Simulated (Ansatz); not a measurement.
Clean, relaxed (100) surface of LaGa$_{2}$, space group P6/mmm (No. 191) (top face towards +c; held atoms: 1, 2, 3):

```yaml
crystal:
  lattice:
    - [4.27319, 0.00000, 0.00000]
    - [0.00000, 4.38005, 0.00000]
    - [0.00000, 0.00000, 23.16782]
  atoms:
    - { symbol: Ga, position: [0.00000, 0.50000, 0.36689] }
    - { symbol: La, position: [0.50000, 0.00000, 0.42013] }
    - { symbol: Ga, position: [0.00000, 0.50000, 0.47338] }
    - { symbol: Ga, position: [0.50000, 0.50000, 0.52814] }
    - { symbol: La, position: [0.00000, 0.00000, 0.58248] }
    - { symbol: Ga, position: [0.50000, 0.50000, 0.63592] }
```

These are results of DFT PBEsol, scalar-relativistic, plane waves, PAW (Ansatz 0.2.0), not measurements. Settings: cutoff 420 eV, Γ-centred mesh 7×7×1 on the computed 6-atom cell, Gaussian smearing of 0.10 eV; no spin polarisation. A dipole correction removes the field between periodic images along c.

CO is adsorbed on the top face, one adsorbate per 18.7 Å², and relaxed from 3 starting sites (fractions of a and b). The adsorption energy is E(slab + adsorbate) − E(slab) − E(free adsorbate, spin-polarised where open-shell). Heights count from the highest slab atom after relaxation. Δφ is the top face's. Δp counts per cell along +c. Bonded neighbours lie within 1.25 times the sum of covalent radii. With the adsorbate the cell is lengthened along c to keep the vacuum.

```json
{"start": "top (Ga) at (0.50, 0.50)", "ends at": "(0.50, 0.50), 1 bonded neighbour", "E_ads (eV)": "-0.51", "height (Å)": "1.90", "shortest contact": "C–Ga 1.90 Å", "Δφ (eV)": "+0.51", "Δp (e·Å)": "-0.053", "whole?": "yes"}
{"start": "bridge (Ga-Ga) at (0.00, 0.50)", "ends at": "(0.00, 0.50), 4 bonded neighbours", "E_ads (eV)": "-0.83", "height (Å)": "0.95", "shortest contact": "C–Ga 2.34 Å", "Δφ (eV)": "+0.84", "Δp (e·Å)": "-0.085", "whole?": "yes"}
{"start": "hollow (over La) at (0.00, 0.00)", "ends at": "(0.00, 0.00), 1 bonded neighbour", "E_ads (eV)": "-0.93", "height (Å)": "1.37", "shortest contact": "C–La 2.60 Å", "Δφ (eV)": "+0.67", "Δp (e·Å)": "-0.070", "whole?": "yes"}
```

The lowest end comes from the hollow (over La) at (0.00, 0.00) start.

Each end is the local minimum or symmetric point that its start leads to. On a slab this thin, differences under about 0.1 eV aren't settled.

Spin-orbit coupling is left out, which matters for the bands of heavy elements. The AlB2 structure is a prototype's; whether LaGa2 takes it wasn't checked.

For the lowest end the change of work function follows from the dipole (Helmholtz): Δφ = −(e/ε0)·Δp/A = −180.95 V·Å × (-0.070 e·Å) / 18.7 Å² = +0.68 eV, against +0.67 eV computed; strictly the dipole sets the difference between the two faces. The added dipole points into the slab (negative end outward), which raises the work function.
